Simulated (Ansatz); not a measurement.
Space group Pm-3m (No. 221). a = 3.991 Å, b = 3.991 Å, c = 3.991 Å, α = 90.00°, β = 90.00°, γ = 90.00°
```
atom site symmetry x y z
   K    1b m-3m  0.5000  0.5000  0.5000
  Mg    1a m-3m  0.0000  0.0000  0.0000
   F    3d    4/mm.m  0.5000  0.0000  0.0000
```

Equation of state of this KMgF$_{3}$ structure (not necessarily the ground state), with shape and atoms relaxed at each volume where symmetry leaves them free. The calculation used DFT PBEsol, scalar-relativistic, plane waves, PAW (Ansatz).

Cutoff 420 eV; k points 6×6×6 on the computed 5-atom cell (Γ-centred); Gaussian smearing, width 0.02 eV; no spin polarisation.

| V (Å³/atom) | E − E(largest V) (meV/atom) | P (GPa) | gap on mesh (eV) |
| --- | --- | --- | --- |
| 11.187 | 28.71 | 12.39 | 8.13 |
| 11.569 | 4.12 | 8.48 | 7.85 |
| 11.950 | -12.03 | 5.18 | 7.59 |
| 12.331 | -20.95 | 2.39 | 7.35 |
| 12.713 | -23.83 | 0.03 | 7.12 |
| 13.094 | -21.36 | -1.98 | 6.91 |
| 13.475 | -14.62 | -3.68 | 6.71 |
| 13.984 | 0.00 | -5.55 | 6.46 |

**Question.** Fit a third-order Birch–Murnaghan equation to E(V).

**Answer.** V0 = 12.72 Å³/atom, B0 = 72 GPa, B0' = 4.5.

Symmetry holds off the tilts and polar distortions that many cubic perovskites undergo.